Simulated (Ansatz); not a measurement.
**Surface calculation: fcc Ir (110), 5 layers**

The slab is cut from the fcc crystal, the stable phase, as relaxed on PAW files (13.85 Å³/atom), with 16 Å of vacuum and a dipole correction:

```yaml
crystal:
  lattice:
    - [2.69562, 0.00000, 0.00000]
    - [0.00000, 3.81218, 0.00000]
    - [0.00000, 0.00000, 21.39120]
  atoms:
    - { symbol: Ir, position: [0.00000, 0.00000, 0.37398] }
    - { symbol: Ir, position: [0.50000, 0.50000, 0.43699] }
    - { symbol: Ir, position: [0.00000, 0.00000, 0.50000] }
    - { symbol: Ir, position: [0.50000, 0.50000, 0.56301] }
    - { symbol: Ir, position: [0.00000, 0.00000, 0.62602] }
```

Level of theory: DFT with LDA, scalar-relativistic, in Ansatz 0.2.0; a Γ-centred 15×11×1 k mesh, Fermi–Dirac smearing of 0.1 eV, no spin polarisation. LAPW: all electrons, basis error target 1 meV/atom; PAW: frozen-core files, cutoff 420 eV.

The bulk energy comes from a cell in the slab's orientation on a 15×11×15 mesh. The surface energy is (E(slab) − N·E(bulk))/2A at zero smearing, the mean of both faces; thin slabs carry quantum-size effects.

Spin–orbit coupling is left out, which matters for the heavy atoms. The PAW files were made under PBE. The cell is 1×1, so reconstructions are forbidden, and in slabs of four or five layers the relaxations can be far larger than at a real surface.

Q: As cut, the LAPW slab lies 4.901 eV above 5 atoms of bulk. What surface energy is that?

A: Over two faces of 10.28 Å² it is 238.5 meV/Å², and times 16.02 J/m² per eV/Å² that gives γ = 3.821 J/m².

Q: What do relaxation and the other method give, and what work function comes out?

A: 

```tsv
method	γ as cut (J/m²)	γ relaxed (J/m²)	Φ as cut (eV)	Φ relaxed (eV)
LAPW	3.821	3.528	5.37	5.12
PAW	3.820	3.528	5.37	5.12
```

Q: How do the spacings between the planes relax?

A: From the bottom face up: d12 -15.1 % of 1.348 Å, d23 +5.2 % of 1.348 Å, d34 +5.2 % of 1.348 Å, d45 -15.1 % of 1.348 Å.

Q: What changes if the vacuum is set to 13 Å?

A: LAPW then gives: no gap, work function 5.12 eV; PAW: no gap, work function 5.12 eV.

Q: What changes if relativity is switched off, at the same positions?

A: LAPW then gives: no gap, work function 4.82 eV.

Q: A 4f core hole is made on one atom of each kind in every 1×1 cell (PAW hole dataset, neutral cell, valence without spin). What does it cost by layer?

A: layer 1 61.21 eV, layer 2 61.77 eV, layer 3 61.80 eV. Shifts between layers mean more than the absolute values, and a whole layer of holes screens otherwise than one hole.
